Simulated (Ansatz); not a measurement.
The elements of this relaxed trial crystal are hidden behind letters.

```
lattice vectors (Å)
   2.9830    0.0000    0.0000
  -1.4915    2.5833    0.0000
   0.0000    0.0000    8.4221
fractional positions
X 0.3333 0.6667 0.0000
Z 0.0000 0.0000 0.3261
Z 0.0000 0.0000 0.6739
Q 0.0000 0.0000 0.9204
Q 0.0000 0.0000 0.0796
```

Theory: DFT PBE, scalar-relativistic, plane waves, PAW (Ansatz). Plane waves to 420 eV, a 6×14×14 mesh through Γ for the 5-atom cell and 0.10 eV Gaussian smearing; no spin polarisation.

* Space group: P-6m2 (No. 187)
* Conventional cell: a = 2.983 Å, c = 8.422 Å
* Volume per atom: 12.98 Å³
* Density: 4.41 g/cm³
* Formation energy: +0.48 eV/atom
* Gap on the 6×14×14 mesh of the 5-atom cell: 0 eV (a metal)

Energies are uncorrected and count from the elements' standard states at the same level.

Question: X is an s-block element of period 2, Z is a p-block element of period 4 and Q is a p-block element of period 2. Which elements are they?

Answer: X = Be, Z = Ga, Q = C, so the formula is BeGa2C2. Density times volume gives a mean mass of 4.41 × 12.98/1.6605 = 34.5 u per atom, and this set has 34.5 u. Among the elements that the hints allow, noble gases aside, only these give it. Be has 6 C at 1.85 Å; Ga is surrounded by 1 C at 2.08 Å; around C lie 1 C at 1.34 Å, 3 Be at 1.85 Å and 1 Ga at 2.08 Å.

This cell was reached by moving the atoms of another relaxed cell at random and relaxing again, last within the group found; it had no such test of its own.
